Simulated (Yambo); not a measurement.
Yambo run on SrO2 (space group Pnma, No. 62). The wavefunctions are PBEsol (pw.x of Quantum ESPRESSO, ONCV potentials, scalar-relativistic) ones on a 1×2×2 mesh (44 occupied bands); a = 8.511 Å, b = 4.947 Å, c = 4.724 Å, α = β = γ = 90.00°.

Yambo input:

```
rim_cut
gw0
dyson
el_el_corr
HF_and_locXC
ppa
em1d
RandQpts= 1000000
RandGvec= 1 Ry
EXXRLvcs= 84 Ry
VXCRLvcs= 336 Ry
Chimod= "HARTREE"
% BndsRnXp
 1 | 296 |
%
NGsBlkXp= 3 Ry
% LongDrXp
 1.0 | 1.0 | 1.0 |
%
PPAPntXp= 27.2114 eV
% GbndRnge
 1 | 296 |
%
GTermKind= "BG"
DysSolver= "n"
ExtendOut
% QPkrange
 2 | 2 | 44 | 45 |
 3 | 3 | 44 | 44 |
%
```

k points by index: 2 = (0, 0, -0.5), 3 = (0, -0.5, 0).

Resulting energies as the program prints them:

```
#    K-point    Band    Eo [eV]    E [eV]    E-Eo [eV]    Vxc [eV]    Vnlxc [eV]    Sc|Eo [eV]    Sc|E [eV]    dSc/dw|Eo [eV]    Re(Z)    Im(Z)
#
    2    44    -0.048213    -1.287286    -1.239074    -19.32787    -25.09786    4.238465    4.530920    -6.421708    0.809063    -0.001559
    2    45    2.719907    4.267800    1.547893    -14.85435    -9.432849    -3.570448    -3.873603    -5.329001    0.836233    -0.001050
    3    44    0.000000    -1.215517    -1.215517    -19.50626    -25.27728    4.268132    4.555503    -6.432461    0.808805    -0.001403
```
(The two width columns are left out.) Convergence of these settings isn't established.

Geometry of the Materials Project entry, not relaxed at this level.

The structure is a Materials Project entry; no match was found in the copy of COD used, and its stability was not checked.
